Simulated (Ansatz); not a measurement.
Ta2C:
```
Ta2C
1.0
    3.10981     0.00000     0.00000
   -1.55491     2.69318     0.00000
    0.00000     0.00000     4.94344
Ta C
2 1
Direct
  0.33333   0.66667   0.25352
  0.66667   0.33333   0.74648
  0.00000   0.00000   0.00000
```

Relaxed with r²SCAN. Special points in fractions of this cell's reciprocal vectors: Γ (0.000, 0.000, 0.000); M (0.500, 0.000, 0.000); K (0.333, 0.333, 0.000); A (0.000, 0.000, 0.500); L (0.500, 0.000, 0.500); H (0.333, 0.333, 0.500).

Problem. List the band energies nearest the Fermi level at these points for DFT-r²SCAN in the program Ansatz with PAW potentials.

Solution. In eV from the Fermi level; about four levels below and three above (degenerate sets whole), none deeper than 8.9 eV; points with the same levels are listed once.

```
k                    below                above
-  -----------------------  -------------------
Γ  -7.19 -3.84 -3.84 -3.52       0.01 0.52 0.52
M  -4.27 -3.89 -2.13 -0.47       3.36 3.55 4.68
K  -4.18 -2.75 -2.05 -2.05       2.68 2.68 3.85
A  -1.97 -1.81 -0.24 -0.24  2.99 2.99 3.62 3.62
L  -3.84 -2.63 -1.52 -1.23       1.45 1.49 4.47
H  -4.48 -1.77 -1.41 -1.41       1.43 2.47 2.47
```

Space group P-3m1. The workflow started from an entry of the Crystallography Open Database (COD, 293 K). Its standing as an ambient phase is unchecked. The r²SCAN relaxation kept the symmetry of its start; its stability against distortions is not shown here. No spin polarisation was allowed. Spin–orbit coupling is left out wherever it is not named.

Potentials: the later of the program's two PAW sets.
